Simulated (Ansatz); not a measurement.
Ti₃AlN (anti-perovskite, Pm-3m) at seven volumes, LDA (plane waves, PAW; program Ansatz), scaled uniformly. One row is withheld.

| V (Å³/atom) | P (GPa) |
|---|---|
| 12.094 | 21.11 |
| 12.493 | 12.97 |
| 12.892 | 5.99 |
| 13.290 | 0.00 |
| 13.689 | -5.14 |
| 14.088 | ? |
| 14.487 | -13.33 |

Question: Fit the shown pressures and predict the withheld one.

Answer: Third-order Birch–Murnaghan: P = (3/2)B₀(x^(7/2) − x^(5/2))[1 + (3/4)(B′ − 4)(x − 1)] with x = (V₀/V)^(2/3). Least squares on the six rows gives V₀ = 13.291 Å³/atom, B₀ = 184.5 GPa, B′ = 4.09. At V = 14.088, x = 0.9619 and P = -9.54 GPa. The run itself gave -9.55 GPa.

The workflow started from a Materials Project entry (that database holds measured and hypothetical structures alike); the Crystallography Open Database copy checked does not list it. Its standing as an ambient phase is unchecked. Symmetry was held in the LDA relaxation; whether a distortion lowers the energy is not shown. The run is not spin-polarised.

Potentials: the later of the program's two PAW sets.
